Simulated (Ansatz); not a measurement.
# Computed properties of TiRh₃

TiRh₃:
Space group Pm-3m (No. 221); a = 3.821 Å, b = 3.821 Å, c = 3.821 Å, α = 90.00°, β = 90.00°, γ = 90.00°

```json
[
 {"atom": "Ti", "site": "1a", "symmetry": "m-3m", "x": "0.0000", "y": "0.0000", "z": "0.0000"},
 {"atom": "Rh", "site": "3c", "symmetry": "4/mm.m", "x": "0.0000", "y": "0.5000", "z": "0.5000"}
]
```

Space group Pm-3m (No. 221), Cu3Au type; conventional cell a = 3.8206 Å, b = 3.8206 Å, c = 3.8206 Å, α = 90.00°, β = 90.00°, γ = 90.00°.

Method: r²SCAN in the plane-wave PAW code Ansatz. The cell and atoms are relaxed at this level. Other levels are named where they apply.

Cell and energy:

```
Quantity                                                       Value
-----------------------------------------------------  -------------
Volume per atom                                             13.94 Å³
Density                                                  10.62 g/cm³
Formation energy from the elements (no fitted shifts)  -0.67 eV/atom
```

Electronic structure:

```
Property                                                                     Value
------------------------------------  --------------------------------------------
Electronic character                                             metallic (no gap)
Density of states at the Fermi level  0.79 states/eV per atom (mean over ±0.08 eV)
Gap with spin–orbit coupling                                       none (metallic)
```

Mechanics:

```
Quantity                             Result
----------------------------------  -------
Bulk modulus (Birch–Murnaghan fit)  251 GPa
Pressure derivative B′                  4.8
```

Charges:

```
Quantity                      Value
-------------  --------------------
Bader charges  Ti +1.56, Rh -0.52 e
```

The workflow started from an entry of the Crystallography Open Database (COD). Whether it is the stable phase at ambient conditions was not checked. The cell was relaxed with r²SCAN under the symmetry of its start; whether a distortion lowers the energy is not shown. No spin polarisation was allowed. The references are the lowest solids computed at this level, not always the standard phases. Spin–orbit coupling is left out wherever it is not named.

Potentials: the later of the program's two PAW sets.
